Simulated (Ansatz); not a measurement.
## Formation energy of SnO

Method: r²SCAN, scalar-relativistic; no spin polarisation; PAW, 500 eV, 10×10×8 k-mesh, Gaussian smearing of 0.05 eV; code Ansatz; PAW files: Ansatz's generated set soft_2.

The chain of runs began from a cell as deposited in COD, expanded in volume.

It takes space group P4/nmm (No. 129, tetragonal). Conventional cell: a = 3.807 Å, b = 3.807 Å, c = 4.936 Å, α = 90.00°, β = 90.00°, γ = 90.00°. Around Sn (site symmetry 4mm) lie 4 O at 2.22 Å. Around O (site symmetry -4m2) lie 4 Sn at 2.22 Å. (Shells end 15 % past the nearest neighbour.)

The elements were computed in their standard states (gases as isolated molecules) with the same datasets, cutoff and functional. Tin is taken as white (β) tin. Absolute energies hang on the potentials; compare differences alone.

Energy of the relaxed cell (4 atoms, smearing extrapolated to zero): -13214.692 eV. Elements, in eV/atom: Sn -6038.513, O -565.983.

Question: What is the formation energy?

Answer: [-13214.692 − (2 × -6038.513 + 2 × -565.983)] / 4 = -1.42 eV/atom, or -137 kJ per mole of atoms.

The value is for 0 K, without zero-point energy and without any correction for the binding of gas molecules. Uncorrected semilocal values for oxides, chalcogenides and halides often miss by tenths of an eV an atom. A negative value shows stability against the elements alone, not against other compounds or structures.

Bader charges against formal ones: Sn +1.34 (+2), O −1.34 (−2). The cations give up 67 % of the formal charge; Bader charges stay under formal ones because the anions' density reaches into the cations' basins.

The structure is layered, and this functional has no dispersion term, so the layers' spacing is poorly fixed, often too long, and so is what hangs on it.
